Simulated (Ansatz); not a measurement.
# Ta3Ru: do energies and stresses tell the same story?

Level of theory: DFT PBEsol, scalar-relativistic, plane waves, PAW (Ansatz 0.2.0).

Plane waves to 420 eV, a k mesh through Γ of 16×16×6 on the computed 4-atom cell and Gaussian smearing (0.10 eV); no spin polarisation.

Relaxed cell: Cmmm, a = 3.269 Å, b = 4.636 Å, c = 8.746 Å, α = 90.00°, β = 90.00°, γ = 90.00°, 4 atoms in the primitive cell. Whether it is the stable form of this composition wasn't checked.

Energies at zero smearing and pressures from the stress tensor, at volumes with shape and atoms relaxed:
```csv
V (Å³/atom),E − E(first) (meV/atom),P (GPa)
15.575,0.00,16.21
16.072,-36.24,7.47
16.569,-47.40,0.00
17.067,-37.06,-6.41
17.564,-8.34,-11.88
```

Q: Check P = −dE/dV between neighbouring volumes, and get the bulk modulus from the pressures alone.

A: With 1 eV/Å³ = 160.2 GPa:
| middle V (Å³/atom) | −ΔE/ΔV (GPa) | mean P (GPa) |
| --- | --- | --- |
| 15.824 | 11.679 | 11.837 |
| 16.321 | 3.598 | 3.733 |
| 16.818 | -3.332 | -3.204 |
| 17.315 | -9.257 | -9.144 |

The two differ by 0.16 GPa at most. The mean of two end pressures misses the average over a step by about ΔV² P″/12, up to 0.12 GPa here; with that taken off 0.05 GPa remains. The stress is the derivative of the free energy, not of the energy at zero smearing, and with free energies 0.01 GPa remains. Around V = 16.569 Å³/atom, the two neighbours give B = −V ΔP/ΔV = 16.569 × 13.87 / 0.994 = 231.2 GPa, against B0 = 230.4 GPa from the Birch–Murnaghan fit of the energies.

Spin–orbit coupling is left out, which can shift energies with elements as heavy as these.